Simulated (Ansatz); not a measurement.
NaLaS₂:
```
CELL_PARAMETERS angstrom
     -2.89822     2.89822     6.08424
      2.89822    -2.89822     6.08424
      2.89822     2.89822    -6.08424
ATOMIC_POSITIONS crystal
  Na 0.00000 0.00000 0.00000
  Na 0.75000 0.25000 0.50000
  La 0.25000 0.75000 0.50000
  La 0.50000 0.50000 0.00000
  S  0.48709 0.98709 0.50000
  S  0.73709 0.73709 0.00000
  S  0.26291 0.26291 0.00000
  S  0.01291 0.51291 0.50000
```

Relaxed with r²SCAN. Special points in fractions of this cell's reciprocal vectors: Γ (0.000, 0.000, 0.000); X (0.000, 0.000, 0.500); P (0.250, 0.250, 0.250); N (0.000, 0.500, 0.000); M (0.500, 0.500, -0.500); S (0.307, 0.693, -0.307); S0 (-0.307, 0.307, 0.307); R (-0.113, 0.113, 0.500); G (0.500, 0.500, -0.113).

Problem. List the band energies nearest the valence-band maximum at these points for r²SCAN (plane waves, PAW; program Ansatz).

Solution. In eV from the valence-band maximum; about four levels below and three above (degenerate sets whole), none deeper than 8.9 eV; points with the same levels are listed once.

| k | below | above |
|---|---|---|
| Γ | -0.41 -0.41 -0.09 -0.09 -0.07 | 2.79 3.56 3.56 |
| X | -0.86 -0.86 0.00 0.00 | 4.04 4.04 4.09 4.09 |
| P | -0.44 -0.44 -0.06 -0.06 | 4.00 4.00 4.07 4.07 |
| N | -0.76 -0.34 -0.28 -0.17 | 3.32 3.99 4.07 |
| M | -0.40 -0.40 -0.18 -0.18 | 2.88 2.88 3.37 3.37 |
| S | -0.68 -0.65 -0.37 -0.27 | 3.08 3.73 4.03 |
| R | -0.82 -0.82 -0.10 -0.10 | 3.86 3.86 4.05 4.05 |

Space group I4_1/amd. The first step of the workflow began from a Materials Project structure, measured or hypothetical; the Crystallography Open Database copy checked does not list it. Whether it is the stable phase at ambient conditions was not checked. Symmetry was held in the r²SCAN relaxation; its stability against distortions is not shown here. Scalar-relativistic: spin–orbit coupling is off unless named, which matters more the heavier the elements.

Potentials: the later of the program's two PAW sets.
